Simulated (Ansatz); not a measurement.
SrFe2As2:
```yaml
crystal:
  lattice:
    - [-1.96222, 1.96222, 5.83304]
    - [1.96222, -1.96222, 5.83304]
    - [1.96222, 1.96222, -5.83304]
  atoms:
    - { symbol: Sr, position: [0.00000, 0.00000, 0.00000] }
    - { symbol: Fe, position: [0.25000, 0.75000, 0.50000] }
    - { symbol: Fe, position: [0.75000, 0.25000, 0.50000] }
    - { symbol: As, position: [0.64887, 0.64887, 0.00000] }
    - { symbol: As, position: [0.35113, 0.35113, 0.00000] }
```

Relaxed with r²SCAN. Special points in fractions of this cell's reciprocal vectors: Γ (0.000, 0.000, 0.000); X (0.000, 0.000, 0.500); P (0.250, 0.250, 0.250); N (0.000, 0.500, 0.000); M (0.500, 0.500, -0.500); S (0.278, 0.722, -0.278); S0 (-0.278, 0.278, 0.278); R (-0.057, 0.057, 0.500); G (0.500, 0.500, -0.057).

Question: List the band energies nearest the Fermi level at these points for plane-wave PAW r²SCAN (Ansatz code).

Answer: In eV from the Fermi level; about four levels below and three above (degenerate sets whole), none deeper than 8.9 eV; points with the same levels are listed once.

```
k                    below                above
-  -----------------------  -------------------
Γ  -0.63 -0.24 -0.01 -0.01  0.80 1.05 2.82 2.82
X  -0.77 -0.58 -0.33 -0.33       1.01 1.02 4.23
P  -0.68 -0.68 -0.33 -0.33       1.02 1.02 4.72
N  -1.17 -1.16 -0.72 -0.59       1.19 1.33 1.49
M  -2.40 -1.09 -0.23 -0.07       0.14 0.14 0.69
S  -1.05 -1.02 -0.90 -0.22       0.81 1.31 2.29
R  -0.69 -0.51 -0.34 -0.24       1.01 1.07 4.30
```

Space group I4/mmm. The workflow started from a Materials Project entry (that database holds measured and hypothetical structures alike); the Crystallography Open Database files this formula in space group No. 139, but the cells were not matched. Whether it is the stable phase at ambient conditions was not checked. The r²SCAN relaxation kept the symmetry of its start; its stability against distortions is not shown here. No spin polarisation was allowed. Scalar-relativistic: spin–orbit coupling is off unless named, which matters more the heavier the elements.

Potentials: the later of the program's two PAW sets.
